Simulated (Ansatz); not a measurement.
**CrO₂ under strain**

These are results of DFT PBEsol, scalar-relativistic, plane waves, PAW (Ansatz), not measurements. Run with 420 eV cutoff, 8×8×12 k-mesh, Gaussian smearing of 0.10 eV, collinear spin.

The relaxed crystal:

```
CELL_PARAMETERS angstrom
4.39222 0.00000 0.00000
0.00000 4.39222 0.00000
0.00000 0.00000 2.88773
ATOMIC_POSITIONS crystal
Cr 0.00000 0.00000 0.50000
Cr 0.50000 0.50000 0.00000
O 0.19670 0.19670 0.00000
O 0.30330 0.69670 0.50000
O 0.80330 0.80330 0.00000
O 0.69670 0.30330 0.50000
```

Deformation: uniaxial strain along a, with the lengths of b and c and the atoms relaxed and the angles held, all within the symmetry that the strain leaves. Energies are extrapolated to zero smearing.

```tsv
strain (%)	ΔE (meV/atom)	a (Å)	b (Å)	c (Å)	moment (μB/cell)
-4.5	8.4	4.195	4.512	2.901	4.00
-3.0	3.7	4.260	4.475	2.897	4.00
-1.5	0.9	4.326	4.434	2.893	4.00
+0.0	0.0	4.392	4.392	2.888	4.00
+1.5	1.0	4.458	4.349	2.882	4.00
+3.0	4.0	4.524	4.306	2.875	4.00
+4.5	9.3	4.590	4.266	2.868	4.00
```

Task: What stiffness (1/V) d²E/dε² at zero strain does a cubic fit over all points give?

Result: A cubic fit gives (1/V) d²E/dε² = 152 GPa at zero strain (Young's modulus along this axis, angles held).

Task: How does the free axis b answer a small strain?

Result: Between the innermost points its strain is -0.65 times the applied one.